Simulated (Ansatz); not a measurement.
### Question
Each is relaxed and computed with the program Ansatz at the LDA level (PAW). Which is the only metal?
A. AlSiCN, P3m1 (Al on 1b, Si on 1c, C on 1b, N on 1c)
B. AlN, P6_3mc (Pearson symbol hP12)
C. Ti3AlC, anti-perovskite
D. TiO2, anatase

### Answer
C, Ti3AlC, anti-perovskite. Ti3AlC: metal; AlSiCN: gap 3.27 eV (indirect); AlN: gap 3.75 eV (indirect); TiO2: gap 2.08 eV (indirect). Built on a structure type that need not be the filed one of that space group: AlN, P6_3mc (Pearson symbol hP12). Not the usual ambient phase: AlN, P6_3mc (Pearson symbol hP12). Standing as an ambient phase not checked: Ti3AlC, anti-perovskite; AlSiCN, P3m1 (Al on 1b, Si on 1c, C on 1b, N on 1c). All cells were relaxed under the symmetry of their starts (and spin orders); stability against distortions was not tested throughout. Rows with no word on spin ran without spin polarisation.

Potentials: the later of the program's two PAW sets.
